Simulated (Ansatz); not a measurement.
GaN:
```cif
data_Ga4N4
_chemical_formula_sum 'N4 Ga4'
_space_group_name_H-M_alt 'Fm-3m'
_space_group_IT_number 225
_space_group_name_Hall '-F 4 2 3'
_cell_length_a 4.21688
_cell_length_b 4.21688
_cell_length_c 4.21688
_cell_angle_alpha 90.000
_cell_angle_beta 90.000
_cell_angle_gamma 90.000
loop_
_atom_site_label
_atom_site_type_symbol
_atom_site_symmetry_multiplicity
_atom_site_Wyckoff_symbol
_atom_site_fract_x
_atom_site_fract_y
_atom_site_fract_z
_atom_site_occupancy
N1 N 4 a 0.00000 0.00000 0.00000 1
Ga1 Ga 4 b 0.50000 0.50000 0.50000 1
```
(The calculation used a cell of 2 atoms; values per cell refer to that cell.)

This is the r²SCAN-relaxed structure.

Task: All from DFT-r²SCAN in the program Ansatz with PAW potentials, unless another level is named. Estimate the band gap.

Result: 1.16 eV (indirect).

Task: Give the smallest direct gap on the standard path.

Result: 3.38 eV.

Task: And the valence-band maximum?

Result: on the K–Γ line, 53 % of the way from K.

Task: What about the weight of the conduction-edge state by species (Voronoi cells)?

Result: Ga 73 %, N 27 %.

Task: Next, the weight of the valence-edge state by species (Voronoi cells)?

Result: N 89 %, Ga 11 %.

Task: And the conduction-band minimum?

Result: at X (3 equivalent valleys).

This is a known high-pressure phase of the composition, computed here at zero pressure and temperature. The r²SCAN relaxation kept the symmetry of its start; its stability against distortions is not shown here. Scalar-relativistic: spin–orbit coupling is off unless named, which matters more the heavier the elements.

Potentials: the later of the program's two PAW sets.
